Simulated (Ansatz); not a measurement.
Data:

Mg:
```yaml
crystal:
  lattice:
    - [1.57004, 0.90647, 7.60709]
    - [-1.57004, 0.90647, 7.60709]
    - [0.00000, -1.81293, 7.60709]
  atoms:
    - { symbol: Mg, position: [0.00000, 0.00000, 0.00000] }
    - { symbol: Mg, position: [0.22204, 0.22204, 0.22204] }
    - { symbol: Mg, position: [0.77796, 0.77796, 0.77796] }
```

This is the LDA-relaxed structure.

### Question
All from LDA in the plane-wave PAW code Ansatz, unless another level is named. Estimate the highest zone-centre frequency.

### Answer
226 cm^-1.

### Question
And the bulk modulus (Birch–Murnaghan fit)?

### Answer
39.5 GPa.

Space group R-3m (9R (Sm type)). The workflow started from a Materials Project entry (that database holds measured and hypothetical structures alike); the Crystallography Open Database copy checked does not list it. It is not the phase usual at ambient conditions (space group No. 194). Symmetry was held in the LDA relaxation; of distortions, only those at the zone centre were tested. As this level gives no gap, phonon frequencies hold no LO–TO term and depend on the k-mesh and smearing (Fermi–Dirac, 0.1 eV here).

Potentials: the later of the program's two PAW sets.
